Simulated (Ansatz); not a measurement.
Ag:
```xyz
3
Lattice="1.4076 0.8127 7.0007 -1.4076 0.8127 7.0007 0.0000 -1.6254 7.0007" Properties=species:S:1:pos:R:3 pbc="T T T"
Ag     0.0000     0.0000     0.0000
Ag     0.0000     0.0000    16.3332
Ag     0.0000     0.0000     4.6690
```

Relaxed with LDA.

Which orbitals make up the states near the Fermi level in LDA (plane waves, PAW; program Ansatz)?

Within 0.5 eV of the Fermi level: Ag 5s 52 %, Ag 4d 19 %, outside the projected shells 29 %. Projections are on Löwdin-orthogonalised atomic valence shells; empty p or d shells of many metals are not among them.

Tabulate the density of states.

States/eV per cell of 3 atoms, in 0.25 eV bins, energy from the Fermi level.

```
E (eV)  total  Ag 4d  Ag 5s  Ag 4p
------  -----  -----  -----  -----
-7.85    0.20   0.00   0.19   0.00
-7.60    0.27   0.01   0.25   0.00
-7.35    0.34   0.02   0.31   0.00
-7.10    0.45   0.04   0.39   0.00
-6.85    1.47   0.86   0.59   0.01
-6.60    5.61   4.41   1.17   0.01
-6.35    7.64   6.49   1.11   0.02
-6.10    8.61   7.83   0.73   0.02
-5.85    5.97   5.53   0.38   0.01
-5.60    6.27   5.94   0.28   0.01
-5.35    7.94   7.57   0.29   0.01
-5.10    7.47   7.16   0.24   0.01
-4.85    8.87   8.51   0.28   0.01
-4.60    9.33   8.88   0.36   0.01
-4.35    8.00   7.60   0.30   0.01
-4.10    7.63   7.32   0.24   0.01
-3.85    6.16   5.91   0.19   0.01
-3.60    7.05   6.84   0.16   0.00
-3.35    7.69   7.49   0.16   0.00
-3.10    9.81   9.63   0.16   0.00
-2.85    7.37   7.16   0.20   0.00
-2.60    0.72   0.47   0.23   0.00
-2.35    0.68   0.39   0.27   0.00
-2.10    0.66   0.33   0.30   0.00
-1.85    0.66   0.30   0.33   0.00
-1.60    0.67   0.27   0.36   0.00
-1.35    0.68   0.24   0.37   0.00
-1.10    0.69   0.22   0.39   0.00
-0.85    0.72   0.20   0.41   0.00
-0.60    0.74   0.18   0.42   0.00
-0.35    0.79   0.17   0.43   0.00
-0.10    0.83   0.16   0.43   0.00
0.15     0.79   0.14   0.41   0.00
0.40     0.77   0.12   0.39   0.00
0.65     0.77   0.11   0.37   0.00
0.90     0.75   0.10   0.35   0.00
1.15     0.74   0.09   0.32   0.00
1.40     0.70   0.07   0.30   0.00
1.65     0.76   0.08   0.31   0.00
1.90     0.79   0.07   0.31   0.00
2.15     0.74   0.06   0.28   0.00
2.40     0.70   0.05   0.26   0.00
2.65     0.68   0.05   0.23   0.00
2.90     0.65   0.04   0.22   0.00
3.15     0.57   0.03   0.18   0.00
3.40     0.53   0.03   0.15   0.00
3.65     0.56   0.03   0.18   0.00
3.90     0.63   0.04   0.24   0.00
4.15     0.53   0.03   0.20   0.00
4.40     0.46   0.02   0.18   0.00
4.65     0.72   0.04   0.39   0.00
```

Space group R-3m (9R (Sm type)). The first step of the workflow began from a Materials Project structure, measured or hypothetical; the Crystallography Open Database copy checked does not list it. It is not the phase usual at ambient conditions (space group No. 225). The cell was relaxed with LDA under the symmetry of its start; whether a distortion lowers the energy is not shown. No spin polarisation was allowed. Scalar-relativistic: spin–orbit coupling is off unless named, which matters more the heavier the elements.

Potentials: the later of the program's two PAW sets.
